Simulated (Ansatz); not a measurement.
**zincblende-structured NbTe**

Method: PBE, scalar-relativistic; collinear spin; PAW, 420 eV, Γ-centred 10×10×10 mesh, 0.05 eV Gaussian smearing; code Ansatz; PAW files: Ansatz's generated set soft_2.

```
CELL_PARAMETERS angstrom
0.00000 3.18466 3.18466
3.18466 0.00000 3.18466
3.18466 3.18466 0.00000
ATOMIC_POSITIONS crystal
Nb 0.00000 0.00000 0.00000
Te 0.25000 0.25000 0.25000
```

The structure was built from a prototype; whether the compound forms in it isn't claimed.

The geometry is fixed. Moments are started on Nb in several ways. q is the propagation vector of an order in a doubled cell, in units of this cell's reciprocal vectors; doubled cells take an equivalent mesh or are counted from a ferromagnetic run in the same cell, unless said otherwise. Energies count from the first row, the state in which the cell was relaxed.

The starts:
- ferromagnetic
- no spin polarisation
- antiparallel, q = (0, 0, 1/2)
- antiparallel, q = (0, 1/2, 1/2)
- small parallel moments

Problem. Which start ends lowest, and how far above it lies the solution without spin polarisation?

Solution. Lowest, alike within 0.5 meV/atom: ferromagnetic; small parallel moments (which grew into the full parallel moments). Without spin polarisation the energy is 140 meV/atom higher.

```json
{"start": "ferromagnetic", "largest typed moment (μB)": "1.60", "ΔE (meV/atom)": "0.0", "gap on the mesh (eV)": "metal", "P (GPa)": "0.0", "final spin moments (μB)": "Nb 1.51"}
{"start": "no spin polarisation", "largest typed moment (μB)": "0.00", "ΔE (meV/atom)": "140.2", "gap on the mesh (eV)": "metal", "P (GPa)": "-2.7", "final spin moments (μB)": "none"}
{"start": "antiparallel, q = (0, 0, 1/2)", "largest typed moment (μB)": "2.00", "ΔE (meV/atom)": "24.0", "gap on the mesh (eV)": "metal", "P (GPa)": "-0.2", "final spin moments (μB)": "Nb 1.34, -1.34"}
{"start": "antiparallel, q = (0, 1/2, 1/2)", "largest typed moment (μB)": "2.00", "ΔE (meV/atom)": "41.0", "gap on the mesh (eV)": "metal", "P (GPa)": "-0.4", "final spin moments (μB)": "Nb 1.23, -1.23"}
{"start": "small parallel moments", "largest typed moment (μB)": "0.50", "ΔE (meV/atom)": "0.0", "gap on the mesh (eV)": "metal", "P (GPa)": "0.0", "final spin moments (μB)": "Nb 1.51"}
```

The program noted a lower state or an instability beside: antiparallel, q = (0, 0, 1/2); antiparallel, q = (0, 1/2, 1/2). The lower rows of the table may be what it saw.

The atoms aren't at rest in: antiparallel, q = (0, 0, 1/2) (forces up to 0.20 eV/Å), so relaxing would lower that row.

Without spin polarisation the pressure is 2.8 GPa lower than in the lowest state, so the magnetic solution wants the larger cell.

Only orders that fit these small cells were tried, so the real crystal's order may be another.

No spin–orbit coupling, a notable omission for heavy elements. Site moments are of spin, integrated over atomic spheres.

The open shells may stand above their lowest state.
